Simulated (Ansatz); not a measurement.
Consider the following.

IrPtN$_{2}$:
```cif
data_Ir3N6Pt3
_chemical_formula_sum 'Ir3 Pt3 N6'
_space_group_name_H-M_alt 'R-3m :H'
_space_group_IT_number 166
_space_group_name_Hall '-R 3 2"'
_cell_length_a 2.98499
_cell_length_b 2.98499
_cell_length_c 18.64655
_cell_angle_alpha 90.000
_cell_angle_beta 90.000
_cell_angle_gamma 120.000
loop_
_atom_site_label
_atom_site_type_symbol
_atom_site_symmetry_multiplicity
_atom_site_Wyckoff_symbol
_atom_site_fract_x
_atom_site_fract_y
_atom_site_fract_z
_atom_site_occupancy
Ir1 Ir 3 b 0.00000 0.00000 0.50000 1
Pt1 Pt 3 a 0.00000 0.00000 0.00000 1
N1 N 6 c 0.00000 0.00000 0.10612 1
```
(The calculation used a cell of 4 atoms; values per cell refer to that cell.)

This is the PBE-relaxed structure.

Task: All from the program Ansatz at the PBE level (PAW), unless another level is named. Give the electronic character.

Result: metallic (no gap).

Task: And the formation energy from the elements (no fitted shifts)?

Result: 0.63 eV/atom.

Task: What about the density of states at the Fermi level?

Result: 0.87 states/eV per atom (mean over ±0.08 eV).

The start of the workflow was typed in or built on a structure type; neither database checked (COD, Materials Project) lists it. Whether it is the stable phase at ambient conditions was not checked. Symmetry was held in the PBE relaxation; its stability against distortions is not shown here. The workflow began spin-polarised and lost its moments. Its formation energy is positive at this level, so the cell may be metastable or incomplete. The references are the lowest solids computed at this level, not always the standard phases (solids in place of the gases). Spin–orbit coupling is left out wherever it is not named.

Potentials: the earlier of the program's two PAW sets.
